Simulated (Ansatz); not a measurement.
Question: Ge in space group Fd-3m (No. 227; Ge on 32e) is relaxed with r²SCAN in the plane-wave PAW code Ansatz. What lattice parameters of the conventional cell result?

Answer: a = 12.603 Å.

Question: Give the free coordinates with the occupied sites.

Answer: In one choice of origin and axes:

```json
[
 {"atom": "Ge", "site": "32e", "symmetry": ".3m", "x": "0.0714", "y": "0.0714", "z": "0.0714"}
]
```

Question: Is it a metal or does it have a gap at this level?

Answer: No gap at this level.

The start of the workflow was typed in or built on a structure type. Its sites differ from those of the usual phase in this space group: another stacking or structure type. Symmetry was held in the r²SCAN relaxation; its stability against distortions is not shown here. The volume moved by 44 % from the start of the relaxation. Scalar-relativistic: spin–orbit coupling is off unless named, which matters more the heavier the elements.

Potentials: the later of the program's two PAW sets.
